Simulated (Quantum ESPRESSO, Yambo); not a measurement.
# G0W0 results for N

N is taken in the hexagonal space group P6₃/mmc (No. 194), Pearson symbol hP4. Lattice parameters: a = 3.799 Å, b = 3.799 Å, c = 7.420 Å, α = 90.00°, β = 90.00°, γ = 120.00°. N on 4f has 1 N at 1.103 Å. (Neighbours: up to the widest gap in distance over summed covalent radii, below 1.35, at either atom.)

Cell and atoms were relaxed with PBE+D3(BJ) from Materials Project entry mp-672233, within its symmetry.

Starting point: PBEsol (Quantum ESPRESSO, PseudoDojo norm-conserving, 84 Ry, scalar-relativistic). G0W0 in Yambo: 3×3×2 Γ-centred k mesh, 184 bands and a 8 Ry block in the screening, 184 bands in G with the Bruneval-Gonze terminator, plasmon pole fitted at 27.2 eV.

| Item | Value |
|---|---|
| PBEsol gap along the band path | 7.02 eV |
| PBEsol gap between the mesh's edge points (Γ → K) | 7.08 eV |
| G0W0 gap between the same points | 13.54 eV |
| PBEsol smallest direct gap on the mesh (at (0, 0.333, 0)) | 7.32 eV |
| G0W0 direct gap at that point | 13.85 eV |
| estimate of the fundamental G0W0 gap (path gap plus the correction; the mesh misses a band edge) | 13.48 eV |

```csv
k point,band,E PBEsol (eV),E QP (eV),shift (eV),Z
Γ,VB,0.00,-3.07,-3.07,0.84
Γ,CB,8.04,12.00,3.96,0.86
A,VB,-0.52,-3.70,-3.18,0.84
A,CB,8.20,12.22,4.02,0.86
"(0, 0.333, 0)",VB,-0.05,-3.12,-3.07,0.84
"(0, 0.333, 0)",CB,7.27,10.72,3.45,0.87
K,VB,-0.25,-3.37,-3.12,0.84
K,CB,7.08,10.47,3.39,0.87
H,VB,-0.29,-3.42,-3.13,0.84
H,CB,7.57,11.19,3.62,0.87
```

Energies count from the PBEsol valence-band maximum.

Nearest settings tried, and what they do to the gap: 113 bands in G: +9 meV; 113 bands in W, 113 bands in G: +25 meV; 7 Ry block (185 vectors against 259): -12 meV; 3×3×1 mesh: +82 meV. So the settings aren't converged at that level. The k mesh is coarse.

The structure is a Materials Project entry; no match was found in the copy of COD used, and its stability was not checked.
